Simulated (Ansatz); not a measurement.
BeTe (zinc blende, space group No. 216) at seven volumes, PBE in the plane-wave PAW code Ansatz, scaled uniformly. One row is withheld.

```
V (Å³/atom)  P (GPa)
-----------  -------
20.665          6.43
21.346          3.96
22.028          1.83
22.709          0.00
23.390         -1.57
24.072             ?
24.753         -4.09
```

Question: Fit the shown pressures and predict the withheld one.

Answer: P = (3/2)B₀(x^(7/2) − x^(5/2))[1 + (3/4)(B′ − 4)(x − 1)] with x = (V₀/V)^(2/3). Least squares on the six rows gives V₀ = 22.710 Å³/atom, B₀ = 56.4 GPa, B′ = 4.00. At V = 24.072, x = 0.9619 and P = -2.92 GPa. The run itself gave -2.92 GPa.

Space group F-43m (zinc blende). The cell was relaxed with PBE under the symmetry of its start; of distortions, only those at the zone centre were tested. The volume moved by 30 % from the start of the relaxation. Spin–orbit coupling is left out wherever it is not named.

Potentials: the later of the program's two PAW sets.
